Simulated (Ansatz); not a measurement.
In r²SCAN+D4 in the plane-wave PAW code Ansatz, C in the fcc (Cu type) structure (Fm-3m) relaxes to a = 3.092 Å.

Electronic character: metallic (no gap).

The relaxed-ion elastic constants in GPa are C11 = -57.8, C12 = 261, C44 = -92.1.

The start of the workflow was typed in or built on a structure type; neither database checked (COD, Materials Project) lists it. It is not the phase usual at ambient conditions (space group No. 194, 227). The r²SCAN+D4 relaxation kept the symmetry of its start. At this level the phase is mechanically unstable. The volume moved by -35 % from the start of the relaxation. As this level gives no gap, shear constants depend on the k-mesh and smearing (Fermi–Dirac, 0.1 eV here). On the denser mesh and wider smearing of the elastic run this cell carries a stress of 0.6 GPa.

Potentials: the earlier of the program's two PAW sets.
